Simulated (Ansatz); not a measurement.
## Clamped-ion strain scan in LiMg

Computed with DFT r2SCAN, scalar-relativistic, plane waves, PAW in Ansatz. Cutoff 500 eV, Γ-centred 14×14×14 k-points, Gaussian smearing of 0.15 eV. No spin polarisation. Energies are free energies at this smearing, counted from the undisturbed cell; pressure is positive in compression.

Zero of the scan (as given, not relaxed at this level; it stands at 0.4 GPa, and it needn't be the usual structure):

```
Li Mg
1.0
     3.41533    0.00000    0.00000
     0.00000    3.41533    0.00000
     0.00000    0.00000    3.41533
Li Mg
1 1
Direct
  0.00000 0.00000 0.00000
  0.50000 0.50000 0.50000
```

The cell is strained by ε times the Voigt pattern (0, 0, 1, 0, 0, 0) (xx, yy, zz, yz, xz, xy; engineering shear) with fractional coordinates fixed. The cell is metallic on the mesh throughout.

| ε | ΔE (meV/atom) |
| --- | --- |
| -0.1500 | 96.9 |
| -0.1125 | 50.6 |
| -0.0750 | 21.5 |
| 0.0000 | 0.0 |
| 0.0375 | 1.6 |
| 0.1125 | 18.8 |
| 0.1500 | 31.2 |